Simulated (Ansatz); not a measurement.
## MgGeI3 in Ansatz, settings compared

Input:

```yaml
crystal:
  lattice:
    - [3.918481, 2.262332, 3.316049]
    - [-3.918481, 2.262332, 3.316049]
    - [0.0, -4.524673, 3.316049]
  atoms:
    - { symbol: I, position: [0.50693, 0.99874, 0.50693] }
    - { symbol: I, position: [0.50693, 0.50693, 0.99874] }
    - { symbol: I, position: [0.99874, 0.50693, 0.50693] }
    - { symbol: Mg, position: [0.01, 0.01, 0.01] }
    - { symbol: Ge, position: [0.53943, 0.53943, 0.53943] }
  symmetry: { tolerance: 0.0003 }
kpoints:
  mp_grid: { grid: [3, 3, 3], shift: [0, 0, 0] }
magnetization:
  spin_polarized: false
scf:
  occupations: { method: fermi_dirac, width: 0.0513 }
hamiltonian:
  pseudopotentials: { kind: paw }
  xc: r2scan
basis:
  ecutwfc: 500
output:
  forces: true
  stress: true
  eigenvalues: true
  write_density: true
  write_potential: true
  elf: true
  volumetric_format: npy
```

The command:

```bash
ansatz run input.yaml --threads 1 --pin off --max-ram 2560MiB --backend cpu --events-out ev --progress --plain --runs-dir out
```

Origin of the cell: a known structure type with other elements, at an estimated volume, so it need not be a known compound.

Output of this run (shortened):

```
Warning: crystal.lattice misses the space group found at crystal.symmetry.tolerance 3.0e-4 in a digit that the deck types, which is why this is a warning: making the lattice exact moves one o […]
Pseudopotentials: kind: paw
Pseudopotential: I, paw, valence charge 17, recommended cutoff 500 eV (meta_gga), I.paw.azcp
Pseudopotential: Mg, paw, valence charge 10, recommended cutoff 500 eV (meta_gga), Mg.paw.azcp
Pseudopotential: Ge, paw, valence charge 14, recommended cutoff 500 eV (meta_gga), Ge.paw.azcp
Functional definition: r2SCAN
  exchange = r2scan_x(k0 = k0, k1 = k1, a1 = a1)
  correlation = r2scan_c
Crystal: 5 atoms, lattice volume = 176.379 Å³
Basis set: ecut = 500 eV, 4489 PW (Γ), exchange–correlation on 180×180×180 points (64 copies of the dense FFT grid, shifted against one another)
Bands: 45, of which v1, the nominal top of the filled ones, is band 38 counted from 1 (37 counted from 0)
[… 12 lines left out …]
Initial density: superposition of atomic densities (neutral atoms: chi_scale 0, normalization atom), corrected by the library's trained network
Functional: x = r2scan, c = r2scan; τ floored in thin density (d = 2e-4 eV/Å³)
SCF iter   1: F=—  HF=-28813.697276 eV  Δρ=4.76e-3  dr2=5.42e-2  dr2_τ=5.02e-3
SCF iter   2: F=—  HF=-28813.720737 eV  Δρ=3.06e-3  dr2=3.25e-2  dr2_τ=2.05e-4  defer=10
SCF iter   3: F=—  HF=-28813.709768 eV  Δρ=1.40e-3  dr2=1.41e-2  dr2_τ=6.28e-5  defer=10
SCF iter   4: F=—  HF=-28813.707501 eV  Δρ=1.17e-3  dr2=5.25e-3  dr2_τ=3.08e-5  defer=10
SCF iter   5: F=—  HF=-28813.705800 eV  Δρ=3.28e-4  dr2=3.45e-4  dr2_τ=4.12e-6  defer=10
SCF iter   6: F=—  HF=-28813.705868 eV  Δρ=1.39e-4  dr2=4.51e-5  dr2_τ=9.00e-7  defer=10
SCF iter   7: F=—  HF=-28813.705835 eV  Δρ=4.35e-5  dr2=5.42e-6  dr2_τ=1.02e-7  defer=10
SCF iter   8: F=—  HF=-28813.705835 eV  Δρ=1.15e-5  dr2=3.16e-7  dr2_τ=3.49e-9  defer=10
SCF iter   9: F=—  HF=-28813.705835 eV  Δρ=6.91e-6  dr2=1.31e-7  dr2_τ=2.32e-9
SCF iter  10: F=-28813.705835 eV  HF=-28813.705835 eV  Δρ=1.44e-6  dr2=5.81e-9  dr2_τ=7.76e-11
SCF 1 converged in 10 iterations: F = -28813.705835 eV  dr2 = 5.81e-9
SCF converged after 10 iterations
Free energy (F): -28813.705835 eV
Harris-Foulkes:  -28813.705835 eV  (|F-HF|=7.64e-9)
Internal energy: -28813.675026 eV  (E = F + TS)
E sigma→0 (E₀):  -28813.690431 eV
Entropy (-TS):   -0.030808 eV (-6.162 meV/atom)
Fermi energy:    6.470005 eV
--- Per-component energies (eV) ---
  E_band       = -1774.507721
  E_kinetic    = 751.235264
  E_local      = -10933.573291  (includes V_loc(G=0)·N_el)
  E_nonlocal   = 240.809786
  E_hartree    = 5152.246086
  E_xc         = -457.533335
  E_vxc        = -524.424801  (∫ρ·V_xc dr)
  E_paw        = -16842.267211  (= ΣΔE_a)
  E_vpaw       = -1643.908760  (= ΣTr[D̂ρ^β])
  E_aug_tail   = -0.000075  (compensation charges beyond the density's cutoff)
  E_vtau       = 30.859259  (kinetic-family band-sum trace: ∫τ·v_τ [+ j·A + Jᵃ·Aᵃ] dr)
  E_ewald      = -6723.699434
  E_core_change = -0.892815  (= ΣΔE_core)
  E_smearing   = -0.030808  (= −TS)
  Σ components = -28813.705835   (vs F -28813.705835, Δ=0.00e0)
--- Forces (eV/Å), atoms counted from 1 ---
  atom   1  I     -0.838845     0.484307     0.464806
  atom   2  I      0.000000    -0.968615     0.464805
  atom   3  I      0.838845     0.484307     0.464806
  atom   4  Mg    -0.000000    -0.000000     0.042672
  atom   5  Ge     0.000000     0.000001    -1.437045
  max |Σ_I F_I| component: 4.41e-5 eV/Å
--- Stress (GPa, compression-positive) ---
        3.502509       0.000000      -0.000000
        0.000000       3.502509       0.000000
       -0.000000       0.000000       2.718522
  P = ⅓ Tr σ = 3.2412 GPa (32.412 kbar)
```

The same input was run again with these changes:

1. `scf.algorithm` default → density_mixing; `basis.ecutwfc` 500 → "25.7 Ry"
2. `accuracy` default → medium
3. `kpoints.mp_grid.grid` [3, 3, 3] → [2, 2, 2]; `scf.occupations.method` fermi_dirac → cold; `scf.occupations.width` 0.0513 → 0.1
4. `scf.convergence.dr2_threshold` default → 1.0e-11; `hamiltonian.xc` r2scan → revpbe

```json
{"run": "base", "end": "converged", "SCF iterations": "10", "P (GPa)": "3.24", "max force component (eV/Å)": "1.437", "moment (μB)": "–", "ΔE(σ→0) (meV/atom)": "0"}
{"run": "1", "end": "converged", "SCF iterations": "9", "P (GPa)": "3.25", "max force component (eV/Å)": "1.441", "moment (μB)": "–", "ΔE(σ→0) (meV/atom)": "6.58"}
{"run": "2", "end": "converged", "SCF iterations": "10", "P (GPa)": "3.24", "max force component (eV/Å)": "1.437", "moment (μB)": "–", "ΔE(σ→0) (meV/atom)": "0.00"}
{"run": "3", "end": "converged", "SCF iterations": "9", "P (GPa)": "5.17", "max force component (eV/Å)": "0.383", "moment (μB)": "–", "ΔE(σ→0) (meV/atom)": "245.68"}
{"run": "4", "end": "converged", "SCF iterations": "13", "P (GPa)": "4.36", "max force component (eV/Å)": "1.642", "moment (μB)": "–", "ΔE(σ→0) (meV/atom)": "–"}
```

Energies are compared only where functional, datasets, charge and starting cell are the same.

Not properties of the system: run 1 (too coarse or loose: `basis.ecutwfc` = "25.7 Ry"), run 3 (too coarse or loose: `kpoints.mp_grid.grid` = [2, 2, 2]).

Caveats of the base run: no moments, though an odd count or open d shells may carry them; no spin-orbit coupling, though heavy elements are present; the k mesh is coarse if the cell is a metal.

Run 1: the cutoff lies below the datasets' advice.
Run 4: forces of this functional can be a tenth off on datasets made under PBE.

Time of the base run: 12 s on 1 thread of Intel(R) Xeon(R) 6975P-C (Granite Rapids), with other jobs on the host, peak memory 0.81 GiB, from the program's own first density.
